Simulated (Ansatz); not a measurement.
MoPt₂ in space group Immm (No. 71; Mo on 2a, Pt on 4i) under volume change, LDA (plane waves, PAW; program Ansatz), shape and atoms relaxed at each volume.

```tsv
V (Å³/atom)	E − E(relaxed) (meV/atom)	P (GPa)
13.297	143.3	38.31
13.735	59.8	23.22
14.174	14.0	10.58
14.612	0.0	0.00
15.050	12.5	-8.84
15.489	47.0	-16.21
15.927	100.0	-22.34
```

Question: What does a third-order Birch–Murnaghan fit give for V₀, B₀ and B′?

Answer: V₀ = 14.61 Å³/atom, B₀ = 321 GPa, B′ = 5.0.

The first step of the workflow began from a Materials Project structure, measured or hypothetical; the Crystallography Open Database files this formula in space group No. 71, but the cells were not matched. Its standing as an ambient phase is unchecked. The LDA relaxation kept the symmetry of its start; of distortions, only those at the zone centre were tested. The run is not spin-polarised. Spin–orbit coupling is left out wherever it is not named.

Potentials: the later of the program's two PAW sets.
